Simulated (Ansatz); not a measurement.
## Fields on a plane of InP (zinc blende)

```
InP
1.0
    0.00000     2.93939     2.93939
    2.93939     0.00000     2.93939
    2.93939     2.93939     0.00000
P In
1 1
Direct
  0.75000   0.75000   0.75000
  0.00000   0.00000   0.00000
```

The slice is a {110} plane (indices of the conventional cell) through the point (0.000, 0.000, 0.000) (fractional), spanned by u = [100] and v = [1 -1 -1] in vectors of this cell: u (4.16 Å) and v (5.88 Å, at 90° to u). It covers one period; positions are fractions (u, v).

Atoms on it: P at (0.50, 0.25); In at (0.00, 0.00).

All values below come from PBEsol (plane waves to 420 eV, PAW, scalar-relativistic; Ansatz, a quantum-chemistry and plane-wave program). k mesh 10×10×10. Inside the PAW spheres the values are not all-electron values, and peaks at nuclei hang on which shells count as valence. InP was relaxed with its symmetry unable to fall. The PAW data are Ansatz's earlier set.

```
|xxxxxxxx  ::**##%%%%##**::  xxxxxx|
|xxxxxxxx  --**%%%%%%%%**--  xxxxxx|
|xxxxxx  ..++##%%%%%%%%##++..  xxxx|
|xx    ..==**%%%%@@@@%%%%**==..    |
|..::--++**##%%%%@@@@%%%%##**++--::|
|******##%%%%%%@@@@@@@@%%%%%%##****|
|%%%%%%%%%%@@@@@@@@@@@@@@@@%%%%%%%%|
|@@@@@@@@@@@@@@@@@@@@@@@@@@@@@@@@@@|
|@@@@@@@@@@@@@@@@%%%%@@@@@@@@@@@@@@|
|@@@@@@@@@@@@@@%%%%%%%%@@@@@@@@@@@@|
|@@@@@@@@@@@@@@%%%%%%%%@@@@@@@@@@@@|
|@@@@@@@@@@%%%%%%####%%%%%%@@@@@@@@|
|@@@@@@@@%%%%##++++++++##%%%%@@@@@@|
|@@@@@@@@%%**--  xxxx  --**%%@@@@@@|
|@@@@@@%%**::xxxxxxxxxxxx::**%%@@@@|
|@@@@%%##==xxxxxxxxxxxxxxxx==##%%@@|
|%%%%##**::xxxxxxxxxxxxxxxx::**##%%|
|******++..xxxxxxxxxxxxxxxx..++****|
|..::--==..xxxxxxxxxxxxxxxx..==--::|
|xx    ....xxxxxxxxxxxxxxxx....    |
|xxxxxx      xxxxxxxxxxxx      xxxx|
|xxxxxxxx  ::::  xxxx  ::::  xxxxxx|
|xxxxxxxx  ..==++++++++==..  xxxxxx|
|xxxxxxxxxx..++########++..xxxxxxxx|
```
Scale: ten equal steps from -1.00 (start of ' ') to 7.81 (end of '@'), in the order ' .:-=+*#%@'. Values: electrostatic potential energy of an electron, from the cell's mean, in eV. The map has 17 points along u (two characters each, u = 0 at the left) and 24 along v (v = 0 in the bottom row). Points within 1 Å of a nucleus are blanked (x), as the pseudised field means little there. Values under -1 eV are set to -1. The zero, the cell's mean, hangs on the PAW cores.

```
|@@@@%%##++----::::::::----++##%%@@|
|%%%%##**==--::::....::::--==**##%%|
|####**==--::::........::::--==**##|
|++++==----::..        ..::----==++|
|==------::....        ....::------|
|--::::::....            ....::::::|
|::::::....                ....::::|
|........                    ......|
|                                  |
|          ................        |
|        ......::::::::......      |
|        ..::::--------::::..      |
|      ..::::--========--::::..    |
|    ..::::--====++++====--::::..  |
|  ....::--==++++++++++++==--::....|
|....::--====++++++++++++====--::..|
|::::::--==++++++====++++++==--::::|
|------====++++==::::==++++====----|
|========++++++++====++++++++======|
|++++====++++++++++++++++++++====++|
|####**++++++++++++++++++++++++**##|
|%%%%##**++==++++++++++++==++**##%%|
|@@@@%%##++================++##%%@@|
|@@@@%%##++==------------==++##%%@@|
```
Scale: ten equal steps from -1.83 (start of ' ') to 1.03 (end of '@'), in the order ' .:-=+*#%@'. Values: log₁₀ of the valence density in e/Å³. The map has 17 points along u (two characters each, u = 0 at the left) and 24 along v (v = 0 in the bottom row). The scale is logarithmic, as a density can span decades between atoms and voids.

| Item | Value |
|---|---|
| Density on the P–In line (2.55 Å) at its density minimum, 1.3 Å from P | 0.45 e/Å³ |
| ELF at that point | 0.43 |
| ELF maximum in the middle third of the P–In line | 0.89, 1.0 Å from P |
| Character of the P–In contact (rough rule: ELF there above 0.7 covalent, below 0.2 ionic, polar between) | polar, between covalent and ionic |
